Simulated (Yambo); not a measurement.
```cif
data_Ga2N2
_chemical_formula_sum 'N2 Ga2'
_space_group_name_H-M_alt 'P 1'
_space_group_IT_number 1
_cell_length_a 3.18380
_cell_length_b 3.18380
_cell_length_c 5.18670
_cell_angle_alpha 90.000
_cell_angle_beta 90.000
_cell_angle_gamma 120.000
loop_
_space_group_symop_operation_xyz
  'x, y, z'
loop_
_atom_site_label
_atom_site_type_symbol
_atom_site_fract_x
_atom_site_fract_y
_atom_site_fract_z
_atom_site_occupancy
N1 N 0.66667 0.33333 0.87582 1
N2 N 0.33333 0.66667 0.37582 1
Ga1 Ga 0.66667 0.33333 0.49918 1
Ga2 Ga 0.33333 0.66667 0.99918 1
```

GaN (wurtzite, space group P6_3mc, No. 186) under isotropic strain (on all lattice vectors), counted from the cell relaxed with PBEsol, atoms relaxed at each step. PBE (stringent potentials; Quantum ESPRESSO, PseudoDojo norm-conserving, 114 Ry, no spin-orbit coupling); G0W0 in Yambo (6×6×2 Γ-centred k mesh, bands 9 to 215 and a 15 Ry block in the screening, 215 bands in G with the Bruneval-Gonze terminator, plasmon pole fitted at 27.2 eV).

Unstrained, the direct gap at Γ is 1.96 eV in PBE and 2.93 eV in G0W0.

How fast does it move with strain?

Between -0.5 % and +0.5 % the direct gap at Γ has a volume deformation potential dE/dlnV of -8.5 eV in G0W0 and -6.8 eV in PBE. (G0W0: 3.050 eV at -0.5 %, 2.795 eV at +0.5 %; Δ ln V = 3 ln(1.005/0.995) = 0.0300.) Convergence of the GW settings isn't established. Spin-orbit splittings are left out.
